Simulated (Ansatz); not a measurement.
Frames from the relaxation of a relaxed TiAu cell, doubled along one cell vector, shaken by Gaussian noise of σ = 0.08 Å a coordinate, as extended XYZ (Å, eV, eV/Å, GPa with compression positive). Level of theory: PBEsol (plane waves to 420 eV, PAW, scalar-relativistic; Ansatz, a first-principles code). Γ-centred k-mesh 10×5×6 on the run's cell (coarser than for final values), Fermi–Dirac smearing 0.05 eV.

```xyz
8
Lattice="3.3065 0.0000 0.0000 0.0000 6.6131 0.0000 0.0000 0.0000 6.0103" Properties=species:S:1:pos:R:3:forces:R:3 pbc="T T T" step=1 free_energy=-61927.194 pressure=3.2 accepted=T
Ti    -0.0020     1.7993     3.8810    0.1056   -1.5552   -0.6777
Ti     0.0839     5.0030     3.8703   -0.6242    0.5006   -0.6915
Ti     1.6106     0.0831     2.0551    0.5479   -0.8633    2.2369
Ti     1.6290     3.2853     2.2005    0.3151    0.7057   -0.2860
Au     0.0149     1.5855     0.8470   -0.4336    1.8282   -0.1881
Au    -0.0166     4.9970     0.8171   -0.0084   -0.6383    0.3338
Au     1.6115     0.0681     5.3130    0.4624   -0.2719   -1.7610
Au     1.7231     3.3445     5.1309   -0.3648    0.2943    1.0335
8
Lattice="3.3158 0.0062 -0.0066 0.0123 6.6178 -0.0006 -0.0121 -0.0005 5.9265" Properties=species:S:1:pos:R:3:forces:R:3 pbc="T T T" step=2 free_energy=-61927.695 pressure=1.9 accepted=T
Ti    -0.0206     1.6608     3.7559    0.2352    0.5083    0.3471
Ti    -0.0178     5.0333     3.7287    0.2709   -0.3788    0.7019
Ti     1.6623     0.0570     2.2060   -0.0785   -0.1542   -0.7743
Ti     1.6781     3.3913     2.1660   -0.1468   -0.4378    0.0253
Au     0.0260     1.6989     0.8690   -0.1010   -0.0398   -0.3087
Au     0.0147     4.9743     0.8465    0.0068    0.4164   -0.3301
Au     1.6490     0.0397     5.0878   -0.0507   -0.0194    0.4641
Au     1.6707     3.3352     5.1035   -0.1359    0.1054   -0.1255
8
Lattice="3.3046 -0.0002 0.0017 -0.0003 6.6476 0.0018 0.0031 0.0017 6.0297" Properties=species:S:1:pos:R:3:forces:R:3 pbc="T T T" step=3 free_energy=-61927.797 pressure=-1.3 accepted=T
Ti     0.0075     1.7041     3.8391   -0.0045   -0.0002    0.0579
Ti     0.0065     5.0279     3.8428    0.0022    0.0023    0.0478
Ti     1.6584     0.0408     2.2086    0.0027    0.0003   -0.0476
Ti     1.6583     3.3673     2.2095    0.0029   -0.0157   -0.0492
Au     0.0064     1.7024     0.8471   -0.0059    0.0093    0.0290
Au     0.0055     5.0264     0.8470   -0.0014    0.0061    0.0216
Au     1.6584     0.0438     5.2037    0.0111   -0.0058   -0.0330
Au     1.6611     3.3647     5.2039   -0.0071    0.0037   -0.0267
```

The path has 6 moves and ends in P4/nmm (No. 129) (AFLOW prototype AB_tP4_129_c_c (B11, as in TiCu)), 0.08 eV/atom below its start. Free energies are of the whole cell and compare only within this code, potentials and settings.  No spin polarisation in the result.

The first start was generated by placing the elements on the sites of a structure type. Materials Project lists a structure of TiAu in the same space group, P4/nmm (No. 129); the sites were not compared with it, nor with measured phases.
